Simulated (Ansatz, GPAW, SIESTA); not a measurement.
# AlSn: programs and potentials compared

```
Sn Al
1.0
     4.19811    0.00000    0.00000
    -2.09905    3.63567    0.00000
     0.00000    0.00000    3.30685
Sn Al
1 1
Direct
  0.33333 0.66667 0.50000
  0.00000 0.00000 0.00000
```

The cell comes from a database or a generator and needn't be the stable form of this composition.

Alike in all runs: task band structure; functional PBEsol; k mesh 7 × 7 × 8; occupations fermi-dirac, width 0.05 eV; no spin polarisation; no spin-orbit coupling. Pressure is positive in compression and, in plane waves, holds the error of the finite cutoff, which Ansatz's Pulay term estimates and takes out.

```tsv
program and potentials	plane-wave cutoff (eV)	notes	pressure (GPa)
Ansatz, Ansatz PAW	420	potentials made for PBE, which Ansatz adapts in part; Pulay term of +0.03 GPa included	-1.80
Ansatz, all-electron LAPW, scalar-relativistic	-	-	-1.79
SIESTA, files PseudoDojo sr-pbesol-0.4.1-standard, DZP (energy shift 0.003 Ry; two zetas on semicore shells)	-	atomic basis	-1.54
Ansatz, PAW datasets made for the crystal	240	-	-1.80
GPAW, PAW data sets generated for this functional	600	-	-1.90
```

The pressure spans -1.90 (GPAW, PAW data sets generated for this functional) to -1.54 GPa (SIESTA, files PseudoDojo sr-pbesol-0.4.1-standard, DZP (energy shift 0.003 Ry; two zetas on semicore shells)), with all-electron results at -1.79. Rows in atomic bases carry the error of their basis and grid, which can be large.

Differences between rows come from potentials, basis sets and numerical settings, since the functional is the same but for its coding. Runs on potential files found faulty are left out.
